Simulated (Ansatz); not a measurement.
**Run record: phonons of GaP (F-43m)**

Method: r²SCAN, PAW on Ansatz 0.2.0's default frozen-core files (fitted under PBE), scalar-relativistic.

The cell is the relaxed one with its volume scaled by 0.98.

Launched as:

```sh
ansatz run input.yaml --threads 2 --pin off --max-ram 5120MiB --backend cpu --events-out ev --progress --plain --runs-dir out
```

Input:

```yaml
crystal:
  lattice:
    - [0.0, 2.70695918043, 2.70695918043]
    - [2.70695918043, 0.0, 2.70695918043]
    - [2.70695918043, 2.70695918043, 0.0]
  atoms:
    - { symbol: Ga, position: [0.0, 0.0, 0.0] }
    - { symbol: P, position: [0.75, 0.75, 0.75] }
kpoints:
  mp_grid: { grid: [8, 8, 8] }
scf:
  occupations: { method: fixed }
hamiltonian:
  xc: r2scan
  pseudopotentials: { kind: paw }
phonons:
  qmesh: [2, 2, 2]
  qpath:
    path:
      - [0.0, 0.0, 0.0]
      - [-0.5, -0.5, 0.0]
      - [-0.375, -0.375, 0.25]
      - [-0.375, 0.0, 0.375]
      - [0.0, 0.0, 0.0]
      - [0.0, 0.0, 0.5]
      - [-0.5, -0.25, 0.25]
      - [-0.5, -0.5, 0.0]
    npoints: 6
  temperatures: { t_min: 0, t_max: 1000, t_step: 100 }
```

Output (shortened where marked):

```
Warning: phonons: the dynamical matrix that this run interpolates holds no multipole term above the dipole-dipole one, and a site of this crystal is no centre of inversion, so its interpolated transverse optical and acoustic branches and sound speeds can stay off near Gamma, and the density of states and the thermodynamics with them. What a run solves at a wave vector of phonons.qpoints, Gamma apart, where the deck ...
Warning: RAYON_NUM_THREADS=2 ignored (pool sized by the plan → 2); use --threads N
Engine: ansatz 0.2.0, x86_64-unknown-linux-gnu
Pseudopotentials: kind: paw
Pseudopotential: Ga, paw, valence charge 13, recommended cutoff 500 eV (meta_gga), Ga.paw.azcp
Pseudopotential: P, paw, valence charge 5, recommended cutoff 500 eV (meta_gga), P.paw.azcp
Functional definition: r2SCAN
  parameter k0 = 0.174
  parameter k1 = 0.065
  parameter a1 = 4.9479
  exchange = r2scan_x(k0 = k0, k1 = k1, a1 = a1)
  correlation = r2scan_c
Crystal: 4 atoms, lattice volume = 79.342 Å³
Basis set: ecut = 500 eV, 1963 PW (Γ), FFT grids on a1, a2, −a1+a2+a3, exchange–correlation on 150×150×200 points (125 copies of the dense FFT grid, shifted against one another)
Bands: 22, of which v1, the nominal top of the filled ones, is band 18 counted from 1 (17 counted from 0)
Symmetry: 16 space group operations
k-points: 39 of 256 (time reversal used)
Non-local potential: Ga, projectors of the file, l = 0: 2, l = 1: 2, l = 2: 3, l = 3: 1
Non-local potential: P, projectors of the file, l = 0: 2, l = 1: 2, l = 2: 2
PAW form: soft (Blöchl's): semilocal exchange-correlation on the pseudo side does not see the compensation charge
PAW frozen core: Ga, regenerated for the run's functional (the file was generated under x = pbe(κ = 0.804, μ = 0.2195149727645171), c = pbe(β = 0.06672455060314922))
PAW frozen core: P, regenerated for the run's functional (the file was generated under x = pbe(κ = 0.804, μ = 0.2195149727645171), c = pbe(β = 0.06672455060314922))
PAW one-centre angular grid: Ga, 590 points (default); XC on 160 Gauss nodes
PAW one-centre angular grid: P, 302 points (default); XC on 160 Gauss nodes
Initial density: handed on by an earlier stage of this run
Initial wavefunctions: those handed on with the density
Functional: x = r2scan, c = r2scan; τ floored in thin density (d = 2e-4 eV/Å³)
SCF iter   1: F=—  HF=-9100.956052 eV  |F-HF|=—  |Δ(HF+E_count)|=         —  Δρ=8.77e-8  dr2=6.77e-12  dr2_τ=2.94e-14  ethr=1.74e-12  ⟨swp⟩=3.0  Hψ=2964  notcnv=0
preconditioner: auto → Resta (q_TF=auto, 2.392 Å⁻¹)  ε∞=3.9  [insulator: Δε(μ)=1.863 eV  Ē_g=14.697 eV  n_scr=20 (ndim 8)  ℏωp=25.0 eV  f_vac=0.006  ε∞_Penn≈3.9]
SCF iter   2: F=-9100.956052 eV  HF=-9100.956052 eV  |F-HF|=3.64e-12  |Δ(HF+E_count)|=  3.64e-12  Δρ=3.47e-8  dr2=8.57e-13  dr2_τ=1.68e-14  ethr=1.00e-12  ⟨swp⟩=3.9  Hψ=2640  notcnv=0
SCF 1 converged in 2 iterations: F = -9100.956052 eV  dr2 = 8.57e-13
  greatest PAW one-centre occupation: 0.993 electrons in one spin orbital (limit 2), on the Ga atom at site 2 (counted from 0), in its partial waves of l = 2
iter 1 solved again at ethr=1.00e-12 eV; its pass at ethr=3.10e-3 eV (dr2=9.15e-13 eV) is discarded
[... 97 lines left out ...]
E sigma→0 (E₀):  -9100.956052 eV
Fermi energy:    7.159352 eV
--- Per-component energies (eV) ---
  E_band       = -127.706211
  E_kinetic    = 372.303014
  E_local      = -4378.296569  (includes V_loc(G=0)·N_el)
  E_nonlocal   = 920.868829
  E_hartree    = 2030.681077
  E_xc         = -242.686732
  E_vxc        = -250.655370  (∫ρ·V_xc dr)
  E_paw        = -5159.308885  (= ΣΔE_a)
  E_vpaw       = -865.356448  (= ΣTr[D̂ρ^β])
  E_aug_tail   = -0.000090  (compensation charges beyond the density's cutoff)
  E_vtau       = 12.068293  (kinetic-family band-sum trace: ∫τ·v_τ [+ j·A + Jᵃ·Aᵃ] dr)
  E_ewald      = -2643.028871
  E_core_change = -1.487824  (= ΣΔE_core)
  E_smearing   = -0.000000  (= −TS)
  E_closure    = -0.000000  (closes the sum)
  Σ components = -9100.956052   (vs F -9100.956052, Δ=0.00e0)
--- Forces (eV/Å), atoms counted from 1 ---
  atom   1  Ga     0.00000000     0.00000000     0.00000000
  atom   2  P     -0.00000000     0.00000000    -0.00000000
  atom   3  Ga     0.00000000     0.00000000     0.00000000
  atom   4  P     -0.00000000     0.00000000    -0.00000000
  max |Σ_I F_I| component: 8.33e-17 eV/Å
--- Phonons: 6 displaced members + 2 references (amplitude of the first 0.0025 Å, Σ member SCF iterations 36) ---
  ASR residual: 2.937e-4 → 0.000e0 eV/Å²; symmetrization residual: 3.453e-5 eV/Å²
  largest component of a force at the reference: 8.3e-17 eV/Å
  ASR residual per site (eV/Å²): 3.35e-5 2.94e-4
  Γ frequencies (cm⁻¹): 0.00 0.00 0.00 368.92 368.92 368.92
  Unit cell's response to a homogeneous field: 3 representative field directions (Σ response iterations 15)
  ε∞ (high-frequency dielectric tensor):
        9.260623    -0.000000    -0.000000
       -0.000000     9.260623     0.000000
       -0.000000     0.000000     9.260623
  ε⁰ (static dielectric tensor): not given — the deck does not say what the cell's rigid motions are, and on a molecule in a box or a wire the rigid rotations would enter the sum over the modes at Γ. For a crystal or a slab, ...
  Born effective charges Z* (e; rows j = field, columns β = displacement):
    site 0:
         2.11537    0.00000    0.00000
        -0.00000    2.11537    0.00000
         0.00000    0.00000    2.11537
    site 1:
        -2.11537   -0.00000   -0.00000
         0.00000   -2.11537   -0.00000
        -0.00000   -0.00000   -2.11537
  Z* charge neutrality: 1.090e-3 e pre-enforcement
  solved inside a basis spanned on the 8×8×8 k-mesh, on 8×8×8 k-points, its susceptibility summed on 12×12×12: ε∞ is read to err by 2.7e-2, Z* by 1.4e-2 e; Z* is corrected for what the basis lacks
  optical modes at Γ without the LO–TO term, one row a degenerate level:
      ω (cm⁻¹)  modes    IR ((D/Å)²/amu)
        368.92      3            14.4411
  optical modes at Γ + LO–TO along q̂ = [1.0000, 0.0000, 0.0000]:
      ω (cm⁻¹)  modes    IR ((D/Å)²/amu)
        368.92      2             9.6274
        405.03      1             4.8137
  optical modes at Γ + LO–TO along q̂ = [0.0000, 1.0000, 0.0000]:
      ω (cm⁻¹)  modes    IR ((D/Å)²/amu)
        368.92      2             9.6274
        405.03      1             4.8137
  optical modes at Γ + LO–TO along q̂ = [0.0000, 0.0000, 1.0000]:
      ω (cm⁻¹)  modes    IR ((D/Å)²/amu)
        368.92      2             9.6274
        405.03      1             4.8137
--- Phonons (by wavevector): 3 wavevectors in 2 supercells ---
  supercell 1 (2 cells, vectors [1, 0, 0], [0, 1, -1], [0, 0, 2] in multiples of the cell's): 2 displaced members by 0.0025 Å; free energy -9100.956052 eV; taken off its force constants: by the sum rule 2.9e-4, by the ...
  symmetry images taken by strict's conditions (phonons.symmetry_images: auto; settled by no image being taken that strict refuses)
  supercell 2 (2 cells, vectors [1, 0, 0], [0, 1, 0], [0, 0, 2] in multiples of the cell's): 4 displaced members by 0.0025 Å; free energy -9100.956052 eV; taken off its force constants: by the sum rule 5.6e-5, by the ...
  symmetry images taken by strict's conditions (phonons.symmetry_images: auto; settled by no image being taken that strict refuses)
  q = [0.0000, 0.0000, 0.0000] (star 1, supercell 1; hermiticity 0.00e0, symmetrization 2.97e-6): -0.00 0.00 0.00 368.92 368.92 368.92
  q = [0.0000, 0.0000, -0.5000] (star 4, supercell 2; hermiticity 1.69e-16, symmetrization 5.93e-16): 82.70 82.70 238.48 368.00 368.00 381.77
  q = [0.0000, -0.5000, -0.5000] (star 3, supercell 1; hermiticity 9.50e-17, symmetrization 5.13e-16): 106.95 106.95 257.09 369.15 369.15 377.98
  joined force constants: q→R imaginary residual 4.33e-17
  density of states and harmonic sums: on the 20×20×20 q-mesh, interpolated from the force constants of a 2×2×2 supercell (with the dipole–dipole term)
  largest difference from the sums on the solved wave vectors: F 5.76e-2 eV, S 8.99e-5 and C_V 3.22e-5 eV/K
```

Self-consistency was reached.

**Phonons on the q mesh**

Harmonic phonons of a crystal by Kohn-Sham DFT at the given cell, standard atomic masses, acoustic sum rule imposed; negative wavenumbers are unstable modes; one row a degenerate set, branches counted upwards.

```json
{"Unstable phonons": "no"}
```

```csv
point,q a (r.l.u.),q b (r.l.u.),q c (r.l.u.),branch,phonon wavenumber (cm⁻¹),degeneracy
Gamma,0,0,0,4,368.9,3
L,0.5,0,0,1,82.7,2
L,0.5,0,0,3,238.5,1
L,0.5,0,0,4,368,2
L,0.5,0,0,6,381.8,1
X,0.5,0.5,0,1,107,2
X,0.5,0.5,0,3,257.1,1
X,0.5,0.5,0,4,369.2,2
X,0.5,0.5,0,6,378,1
```

Field response:

Linear response of an insulating crystal by Kohn-Sham DFT to a field and to zone-centre displacements, local fields included; Born charges neutralised; LO modes for wave vectors along x and z; Cartesian axes as in the input.

```json
{
  "Dielectric electronic (x, y, z)": "9.261, 9.261, 9.261",
  "Highest phonon with field along x": "405 cm⁻¹",
  "Highest phonon with field along z": "405 cm⁻¹",
  "Highest phonon without field": "368.9 cm⁻¹"
}
```

```tsv
atom	born charge xx (e)	born charge yy (e)	born charge zz (e)
Ga1	2.115	2.115	2.115
P2	-2.115	-2.115	-2.115
```

### Harmonic thermodynamics

Sums over wave vectors interpolated from the q mesh.

```
Zero point energy : 47.63 meV/atom
```

```csv
temperature (K),phonon heat capacity (k_B/atom),phonon entropy (k_B/atom),phonon free energy (meV/atom)
100,1.28,0.9,44.76
200,2.215,2.118,31.63
300,2.593,3.098,8.98
400,2.757,3.87,-21.17
500,2.84,4.495,-57.3
600,2.887,5.017,-98.34
700,2.916,5.465,-143.6
800,2.935,5.855,-192.4
900,2.949,6.202,-244.3
1000,2.958,6.513,-299.1
```

Caveats: frozen-core PAW files fitted under PBE, their cores solved anew for the functional of the run; cell scaled away from its relaxed volume; no LO-TO term at the zone centre; coarse q mesh.

Cost: 77 s on 2 threads of Intel(R) Xeon(R) 6975P-C (Granite Rapids), with other jobs on the host, peak memory 0.94 GiB.
